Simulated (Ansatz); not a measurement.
ZrC (rock salt)

```xyz
2
Lattice="0.0000 2.3345 2.3345 2.3345 0.0000 2.3345 2.3345 2.3345 0.0000" Properties=species:S:1:pos:R:3 pbc="T T T"
C      0.0000     0.0000     0.0000
Zr     2.3345     2.3345     2.3345
```

Equation-of-state scan: isotropic scaling of the cell above, V₀ being its volume. Symmetry pins the atoms to their sites.

Level of theory: PBEsol (plane waves to 420 eV, PAW, scalar-relativistic; Ansatz, an electronic-structure program). k mesh 17×17×17 (Γ-centred), Fermi-Dirac smearing 0.05 eV. Energies are smeared free energies. Compression counts positive. ZrC is run without spin polarisation. ZrC was relaxed with its symmetry unable to fall. The zero of ΔE is the relaxed starting cell. The last digit holds for this mesh only.

```tsv
V (Å³/atom)	ΔE (meV/atom)
11.959	37.4
12.086	withheld
12.213	16.1
12.341	8.9
12.468	3.9
12.595	1.0
12.722	0.0
12.849	0.9
12.977	3.6
13.104	8.0
13.231	14.0
13.358	21.6
13.486	30.6
```

**Question.** Fit a third-order Birch-Murnaghan form (E₀, V₀, B₀, B₀′ free) to the given rows and predict ΔE at V = 12.086.

**Answer.** Least squares on the 12 given rows: ΔE = E₀ + (9V₀B₀/16)·y²·[2 + (B₀′ − 4)y], y = (V₀/V)^(2/3) − 1, with V₀ = 12.723 Å³/atom, B₀ = 236.0 GPa (160.2 GPa = 1 eV/Å³; the term in eV is multiplied by 1000), B₀′ = 3.90, E₀ = 0.01 meV/atom; root-mean-square residual 0.02 meV/atom. At 12.086 the fit gives 25.6 meV/atom; the calculation gives 25.5 meV/atom, so the interpolation is off by 0.1 (+0.4 %). For the pressure the fit gives 13.4 GPa against the computed 13.4 GPa.

(A scan under strain: stresses follow from slopes of the energy per volume, elastic moduli from its curvatures.)
